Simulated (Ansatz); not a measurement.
Property card for Cu4SiP8

Cu4SiP8:
```xyz
26
Lattice="-6.0913 6.0913 2.8501 6.0913 -6.0913 2.8501 6.0913 6.0913 -2.8501" Properties=species:S:1:pos:R:3 pbc="T T T"
Si     0.0000     6.0913     1.4250
Si     0.0000     0.0000     0.0000
Cu     0.1486     2.4599     2.4833
Cu     8.5512    -0.1486     1.0583
Cu     5.9426     3.6314    -0.3667
Cu     3.6314     0.1486     1.0583
Cu     5.9426    -2.4599     1.7918
Cu     3.6314     6.2399     0.3667
Cu     6.2399     2.4599     1.7918
Cu     2.4599    -0.1486     3.2168
P      5.0119     4.6979     1.4449
P      4.6979     1.0793     2.8699
P      1.0793     1.3934     4.2949
P      1.3934     5.0119     0.0198
P      7.1706     1.3934    -0.0198
P      1.3934    -1.0793     1.4052
P     -1.0793     4.6979     2.8302
P      4.6979     7.1706    -1.4449
P      2.7720     7.9626     1.5447
P      1.8713     9.4105     0.1197
P     -2.7720     4.2200     1.5447
P      4.2200    -3.3193     2.9698
P      3.3193     4.2200     2.7304
P     -1.8713     8.8633     1.3053
P      2.7720     1.8713    -0.1197
P      1.8713     3.3193     1.3053
```

Space group I4_1/a (No. 88); conventional cell a = b = 12.1826 Å, c = 5.7001 Å, α = β = γ = 90.00°.

Method: r²SCAN (plane waves, PAW; program Ansatz). Structure relaxed to zero pressure with the same functional. Other levels are named where they apply.

**Cell and energy**

- Volume per atom: 16.27 Å³
- Density: 4.16 g/cm³
- Formation energy from the elements (no fitted shifts): -0.18 eV/atom

**Electronic structure**

* **Band gap**: 1.41 eV (indirect)
* **Valence-band maximum**: off the standard path, at k = (0.318, -0.318, 0.370) in fractions of the reciprocal vectors
* **Conduction-band minimum**: on the Γ–Z line, 62 % of the way from Γ (2 equivalent valleys)
* **Smallest direct gap on the standard path**: 1.56 eV

The workflow started from a Materials Project entry (that database holds measured and hypothetical structures alike); the Crystallography Open Database copy checked does not list it. Its standing as an ambient phase is unchecked. Symmetry was held in the r²SCAN relaxation; its stability against distortions is not shown here. No spin polarisation was allowed. The references are the lowest solids computed at this level, not always the standard phases.

Potentials: the later of the program's two PAW sets.
